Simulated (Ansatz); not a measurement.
Given:

Nb3Ru:
```yaml
crystal:
  lattice:
    - [0.00000, 3.21610, 3.21610]
    - [3.21610, 0.00000, 3.21610]
    - [3.21610, 3.21610, 0.00000]
  atoms:
    - { symbol: Nb, position: [0.25000, 0.25000, 0.25000] }
    - { symbol: Nb, position: [0.75000, 0.75000, 0.75000] }
    - { symbol: Nb, position: [0.50000, 0.50000, 0.50000] }
    - { symbol: Ru, position: [0.00000, 0.00000, 0.00000] }
```

This is the r²SCAN-relaxed structure.

Question: All from DFT-r²SCAN in the program Ansatz with PAW potentials, unless another level is named. Predict the density of states at the Fermi level.

Answer: 0.58 states/eV per atom (mean over ±0.08 eV).

Question: Next, the formation energy from the elements (no fitted shifts)?

Answer: -0.23 eV/atom.

Space group Fm-3m. The workflow started from a Materials Project entry (that database holds measured and hypothetical structures alike); the Crystallography Open Database copy checked does not list it. With Nb and Ru taken as one species the cell has the higher symmetry Im-3m, so it may be an ordered model of a mixed-site phase. Whether it is the stable phase at ambient conditions was not checked. The cell was relaxed with r²SCAN under the symmetry of its start; whether a distortion lowers the energy is not shown. The run is not spin-polarised. The references are the lowest solids computed at this level, not always the standard phases. Spin–orbit coupling is left out wherever it is not named.

Potentials: the later of the program's two PAW sets.
